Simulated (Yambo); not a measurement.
Yambo run on Sr$_{2}$WZnO$_{6}$ (space group Fm-3m, No. 225). The wavefunctions come from this Quantum ESPRESSO step (PBEsol, PseudoDojo standard norm-conserving files, scalar-relativistic):

```
&CONTROL
  calculation = 'nscf'
  pseudo_dir = './pseudo'
  outdir = './out'
/
&SYSTEM
  ibrav = 0
  nat = 10
  ntyp = 4
  ecutwfc = 84.0
  ecutrho = 336.0
  occupations = 'fixed'
  force_symmorphic = .true.
  nbnd = 212
/
&ELECTRONS
  conv_thr = 1e-08
  diago_full_acc = .true.
  diago_thr_init = 1e-08
/
ATOMIC_SPECIES
O 15.9990 O.upf
Zn 65.3800 Zn.upf
Sr 87.6200 Sr.upf
W 183.8400 W.upf
CELL_PARAMETERS angstrom
  0.000000000000   4.035525000000   4.035525000000
  4.035525000000   0.000000000000   4.035525000000
  4.035525000000   4.035525000000   0.000000000000
ATOMIC_POSITIONS crystal
O   0.758970000000   0.758970000000   0.241030000000
O   0.241030000000   0.241030000000   0.758970000000
O   0.241030000000   0.758970000000   0.758970000000
O   0.758970000000   0.241030000000   0.241030000000
O   0.758970000000   0.241030000000   0.758970000000
O   0.241030000000   0.758970000000   0.241030000000
Zn   0.500000000000   0.500000000000   0.500000000000
Sr   0.750000000000   0.750000000000   0.750000000000
Sr   0.250000000000   0.250000000000   0.250000000000
W   0.000000000000   0.000000000000   0.000000000000
K_POINTS automatic
2 2 2 0 0 0
```

Yambo input:

```
rim_cut
gw0
dyson
el_el_corr
HF_and_locXC
ppa
em1d
RandQpts= 1000000
RandGvec= 1 Ry
EXXRLvcs= 84 Ry
VXCRLvcs= 336 Ry
Chimod= "HARTREE"
% BndsRnXp
 6 | 211 |
%
NGsBlkXp= 7 Ry
% LongDrXp
 1.0 | 1.0 | 1.0 |
%
PPAPntXp= 27.2114 eV
% GbndRnge
 1 | 211 |
%
GTermKind= "BG"
DysSolver= "n"
ExtendOut
% QPkrange
 1 | 1 | 45 | 46 |
 2 | 2 | 45 | 46 |
 3 | 3 | 45 | 46 |
%
```

k points by index: 1 = Γ, 2 = L, 3 = X.

Resulting energies as the program prints them:

```
#    K-point    Band    Eo [eV]    E [eV]    E-Eo [eV]    Vxc [eV]    Vnlxc [eV]    Sc|Eo [eV]    Sc|E [eV]    dSc/dw|Eo [eV]    Re(Z)    Im(Z)
#
    1    45    -0.042576    -0.500964    -0.458387    -19.79812    -24.95381    4.563626    4.697300    -7.933205    0.774267    -0.001296
    1    46    3.010842    4.228710    1.217868    -17.50295    -12.31333    -3.682075    -3.971757    -6.471871    0.807858    -0.001400
    2    45    0.000000    -0.713472    -0.713472    -23.42755    -29.03735    4.699942    4.896327    -7.488676    0.784186    -0.001278
    2    46    3.103413    4.354759    1.251347    -17.19999    -11.74907    -3.899482    -4.199574    -6.524944    0.806587    -0.001610
    3    45    -0.115753    -0.572902    -0.457149    -19.62436    -24.73680    4.522644    4.655295    -7.893795    0.775137    -0.001287
    3    46    2.859660    4.088986    1.229326    -16.92343    -11.42109    -3.988210    -4.273008    -6.303419    0.811919    -0.001388
```
(The two width columns are left out.) Convergence of these settings isn't established.

Spin-orbit coupling is not included.

Geometry of the Materials Project entry, not relaxed at this level.
